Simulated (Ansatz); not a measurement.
CsZn$_{4}$P$_{3}$:
```cif
data_CsP3Zn4
_chemical_formula_sum 'Cs1 Zn4 P3'
_space_group_name_H-M_alt 'P4/mmm'
_space_group_IT_number 123
_space_group_name_Hall '-P 4 2'
_cell_length_a 4.05734
_cell_length_b 4.05734
_cell_length_c 10.41865
_cell_angle_alpha 90.000
_cell_angle_beta 90.000
_cell_angle_gamma 90.000
loop_
_atom_site_label
_atom_site_type_symbol
_atom_site_symmetry_multiplicity
_atom_site_Wyckoff_symbol
_atom_site_fract_x
_atom_site_fract_y
_atom_site_fract_z
_atom_site_occupancy
Cs1 Cs 1 b 0.00000 0.00000 0.50000 1
Zn1 Zn 4 i 0.00000 0.50000 0.15095 1
P1 P 2 h 0.50000 0.50000 0.27286 1
P2 P 1 a 0.00000 0.00000 0.00000 1
```

Relaxed with r²SCAN. r²SCAN in the plane-wave PAW code Ansatz gives a gap of 0.39 eV.

What gap does HSE06 give on the same cell (Ansatz, PAW)?

0.90 eV, 0.52 eV more. The hybrid was solved on a coarser mesh and at special points; its gap is the smallest among all of these.

Cost on shared cores: the r²SCAN run (SCF on a 7×7×3 mesh, then bands and DOS) around 5 core-minutes (rough), the HSE06 run (SCF on 4×4×2, then a few points) very roughly 4 core-minutes; the tasks are unlike.

The first step of the workflow began from a Materials Project structure, measured or hypothetical; the Crystallography Open Database files this formula in space group No. 123, but the cells were not matched. Whether it is the stable phase at ambient conditions was not checked. Symmetry was held in the r²SCAN relaxation; whether a distortion lowers the energy is not shown. Scalar-relativistic: spin–orbit coupling is off unless named, which matters more the heavier the elements.

Potentials: the later of the program's two PAW sets.
